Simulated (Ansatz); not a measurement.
Al2Cu (fluorite or antifluorite type, Fm-3m) at seven volumes, LDA in the plane-wave PAW code Ansatz, scaled uniformly. One row is withheld.

| V (Å³/atom) | P (GPa) |
|---|---|
| 13.823 | 12.90 |
| 14.279 | ? |
| 14.734 | 3.63 |
| 15.190 | 0.01 |
| 15.646 | -3.07 |
| 16.102 | -5.69 |
| 16.557 | -7.91 |

Question: Fit the shown pressures and predict the withheld one.

Answer: P = (3/2)B₀(x^(7/2) − x^(5/2))[1 + (3/4)(B′ − 4)(x − 1)] with x = (V₀/V)^(2/3). Least squares on the six rows gives V₀ = 15.191 Å³/atom, B₀ = 111 GPa, B′ = 4.40. At V = 14.279, x = 1.0421 and P = 7.88 GPa. The run itself gave 7.89 GPa.

The workflow started from a Materials Project entry (that database holds measured and hypothetical structures alike); the Crystallography Open Database copy checked does not list it. It is not the phase usual at ambient conditions (space group No. 140). Symmetry was held in the LDA relaxation; of distortions, only those at the zone centre were tested. The run is not spin-polarised.

Potentials: the later of the program's two PAW sets.
